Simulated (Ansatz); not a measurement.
Values for one crystal, relaxed and computed with PBE (plane waves, PAW; program Ansatz); other levels are named.

| Item | Result |
|---|---|
| Volume per atom | 35.43 Å³ |
| Band gap | 0.83 eV (direct) |
| Electron effective mass | 0.11, 0.11, 0.32 mₑ (principal values) |
| Valence-band maximum | at L |
| Hole effective mass | 0.092, 0.092, 0.52 mₑ (principal values) |
| Conduction-band minimum | at L (4 equivalent valleys) |
| Pressure derivative B′ | 4.5 |

Which of these materials gives this?
A. BN, rock salt
B. SnTe, rock salt
C. TePb, rock salt
D. KF, rock salt

C, TePb, rock salt

Space group Fm-3m (rock salt). Symmetry was held in the PBE relaxation. Scalar-relativistic: spin–orbit coupling is off unless named, which matters more the heavier the elements.

Potentials: the later of the program's two PAW sets.
